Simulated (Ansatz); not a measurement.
**TlNiF4 in Ansatz, settings compared**

Run with:

```bash
ansatz run input.yaml --threads 1 --pin off --max-ram 2560MiB --backend cpu --events-out ev --progress --plain --runs-dir out
```

Input:

```yaml
crystal:
  lattice:
    - [3.59030866, 0.0, 0.0]
    - [0.0, 3.59030866, 0.0]
    - [0.0, 0.0, 6.31019478]
  atoms:
    - { symbol: Tl, position: [0.5, 0.5, 0.5] }
    - { symbol: Ni, position: [0.0, 0.0, 0.0] }
    - { symbol: F, position: [0.5, 0.0, 0.0] }
    - { symbol: F, position: [0.0, 0.5, 0.0] }
    - { symbol: F, position: [0.0, 0.0, 0.2737] }
    - { symbol: F, position: [0.0, 0.0, 0.7263] }
  symmetry: { tolerance: 0.0003 }
kpoints:
  mp_grid: { grid: [5, 5, 3], shift: [0, 0, 0] }
magnetization:
  spin_polarized: false
scf:
  occupations: { method: fermi_dirac }
hamiltonian:
  pseudopotentials: { kind: paw }
  xc: pbe
basis:
  ecutwfc: 420
output:
  forces: true
  stress: true
  eigenvalues: true
  write_density: true
  write_potential: true
  elf: true
  volumetric_format: npy
```

Origin of the cell: a known structure type with other elements, at an estimated volume, so it need not be a known compound.

The smearing width isn't typed, so it takes its default of 0.1 eV.

Output of this run (shortened):

```
SCF iter   1: F=—  HF=-20515.735525 eV  Δρ=7.36e-3  dr2=2.87e-2  defer=2
SCF iter   2: F=—  HF=-20515.730631 eV  Δρ=4.59e-3  dr2=3.69e-3  defer=9
SCF iter   3: F=—  HF=-20515.730753 eV  Δρ=2.33e-3  dr2=2.47e-3  defer=9
SCF iter   4: F=—  HF=-20515.730491 eV  Δρ=1.12e-3  dr2=6.05e-4  defer=9
SCF iter   5: F=—  HF=-20515.730403 eV  Δρ=4.23e-4  dr2=1.01e-4  defer=9
SCF iter   6: F=—  HF=-20515.730389 eV  Δρ=5.03e-5  dr2=1.12e-6  defer=9
SCF iter   7: F=—  HF=-20515.729884 eV  Δρ=2.53e-5  dr2=1.78e-7  defer=9
SCF iter   8: F=-20515.729884 eV  HF=-20515.729884 eV  Δρ=1.30e-5  dr2=3.42e-8
SCF 1 converged in 8 iterations: F = -20515.729884 eV  dr2 = 3.42e-8
SCF converged after 8 iterations
Free energy (F): -20515.729884 eV
Harris-Foulkes:  -20515.729884 eV  (|F-HF|=2.70e-8)
Internal energy: -20515.684936 eV  (E = F + TS)
E sigma→0 (E₀):  -20515.707410 eV
Entropy (-TS):   -0.044949 eV (-7.491 meV/atom)
Fermi energy:    6.869754 eV
--- Per-component energies (eV) ---
  E_band       = -622.794940
  E_kinetic    = 1437.742126
  E_local      = -9366.986702  (includes V_loc(G=0)·N_el)
  E_nonlocal   = 1245.570897
  E_hartree    = 3882.403835
  E_xc         = -634.876228
  E_vxc        = -660.409137  (∫ρ·V_xc dr)
  E_paw        = -12586.453865  (= ΣΔE_a)
  E_vpaw       = -1043.535547  (= ΣTr[D̂ρ^β])
  E_aug_tail   = 0.009305  (compensation charges beyond the density's cutoff)
  E_ewald      = -4493.094304
  E_smearing   = -0.044949  (= −TS)
  Σ components = -20515.729884   (vs F -20515.729884, Δ=0.00e0)
--- Forces (eV/Å), atoms counted from 1 ---
  atom   1  Tl     0.000000    -0.000000    -0.000000
  atom   2  Ni    -0.000000     0.000000     0.000000
  atom   3  F      0.000000    -0.000000    -0.000000
  atom   4  F     -0.000000    -0.000000     0.000000
  atom   5  F      0.000000     0.000000     2.398442
  atom   6  F     -0.000000     0.000000    -2.398442
  max |Σ_I F_I| component: 0.0 eV/Å
--- Stress (GPa, compression-positive) ---
       16.539885      -0.000000      -0.000000
       -0.000000      16.539885      -0.000000
       -0.000000      -0.000000      16.830127
  P = ⅓ Tr σ = 16.6366 GPa (166.366 kbar)
```

The same input was run again with these changes:

1. `crystal.symmetry` { tolerance: 0.0003 } → { detect: false }; `hamiltonian.hubbard` default → { sites: [{ species: Ni, l: d, u_eff: 2.0 }], double_counting: amf }
2. `basis.ecutwfc` 420 → "550 eV"; `scf.mixing.preconditioner` default → kerker_dos; `scf.initial_density.chi_scale` default → 0.3
3. `hamiltonian.hubbard` default → { sites: [{ species: Ni, l: d, u_eff: 5.0 }], double_counting: fll }
4. `kpoints.mp_grid.grid` [5, 5, 3] → [3, 3, 2]; `basis.ecutrho_ratio` default → 8; `scf.initial_density.chi_scale` default → 0.1

```json
{"run": "base", "end": "converged", "SCF iterations": "8", "P (GPa)": "16.64", "max force component (eV/Å)": "2.398", "moment (μB)": "–", "ΔE(σ→0) (meV/atom)": "0"}
{"run": "1", "end": "converged", "SCF iterations": "13", "P (GPa)": "16.69", "max force component (eV/Å)": "2.323", "moment (μB)": "–", "ΔE(σ→0) (meV/atom)": "–"}
{"run": "2", "end": "converged", "SCF iterations": "19", "P (GPa)": "16.62", "max force component (eV/Å)": "2.398", "moment (μB)": "–", "ΔE(σ→0) (meV/atom)": "-4.47"}
{"run": "3", "end": "converged", "SCF iterations": "14", "P (GPa)": "16.86", "max force component (eV/Å)": "2.216", "moment (μB)": "–", "ΔE(σ→0) (meV/atom)": "–"}
{"run": "4", "end": "converged", "SCF iterations": "10", "P (GPa)": "16.09", "max force component (eV/Å)": "2.381", "moment (μB)": "–", "ΔE(σ→0) (meV/atom)": "-36.40"}
```

Energies are compared only where functional, datasets, charge and starting cell are the same.

Not properties of the system: run 4 (too coarse or loose: `kpoints.mp_grid.grid` = [3, 3, 2]).

Caveats of the base run: no spin polarisation, so a magnetic state may lie lower; no spin-orbit coupling, though heavy elements are present; the k mesh is coarse if the cell is a metal.

The base run took 2.1 s on 1 thread of Intel(R) Xeon(R) 6975P-C (Granite Rapids), with other jobs on the host, peak memory 0.41 GiB, from the program's own first density.
